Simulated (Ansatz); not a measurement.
PHPbO4:
```
CELL_PARAMETERS angstrom
      4.60764     0.00000     0.00000
     -0.74160     5.79809     0.00000
      0.00000     0.00000    39.00000
ATOMIC_POSITIONS crystal
  H  0.14130 0.12353 0.41801
  P  0.95961 0.24331 0.46478
  Pb 0.48680 0.69252 0.46492
  O  0.85292 0.43003 0.44327
  O  0.06270 0.05117 0.43876
  O  0.73237 0.09410 0.48632
  O  0.22525 0.33912 0.48652
  H  0.14130 0.62353 0.58199
  P  0.95961 0.74331 0.53522
  Pb 0.48680 0.19252 0.53508
  O  0.85292 0.93003 0.55673
  O  0.06270 0.55117 0.56124
  O  0.73237 0.59410 0.51368
  O  0.22525 0.83912 0.51348
```
The layer is periodic in x and y and isolated along z.

Relaxed with r²SCAN+D4. Special points in fractions of this cell's reciprocal vectors: Γ (0.000, 0.000, 0.000); Y (0.500, 0.000, 0.000); H (0.574, -0.457, 0.000); C (0.500, -0.500, 0.000); H1 (0.426, -0.543, 0.000); X (0.000, -0.500, 0.000).

Q: List the band energies nearest the valence-band maximum at these points for r²SCAN+D4 with spin–orbit coupling in the plane-wave PAW code Ansatz.

A: In eV from the valence-band maximum; about four levels below and three above (degenerate sets whole), none deeper than 8.9 eV; points with the same levels are listed once.

```
k                    below                above
-  -----------------------  -------------------
Γ  -0.49 -0.49 -0.40 -0.40  4.88 4.88 5.19 5.19
Y    -0.28 -0.28 0.00 0.00  4.32 4.32 5.06 5.06
H  -0.41 -0.41 -0.30 -0.30       4.97 5.03 5.11
C  -0.37 -0.37 -0.37 -0.37  5.04 5.04 5.10 5.10
X  -0.16 -0.16 -0.15 -0.15  4.76 4.76 4.77 4.77
```

Space group Pc. The layer was cut from a bulk entry of the Materials Project (measured or hypothetical); whether that bulk phase is the ambient one, and whether the layer has been isolated, was not checked. The r²SCAN+D4 relaxation kept the symmetry of its start; its stability against distortions is not shown here.

Potentials: the later of the program's two PAW sets.
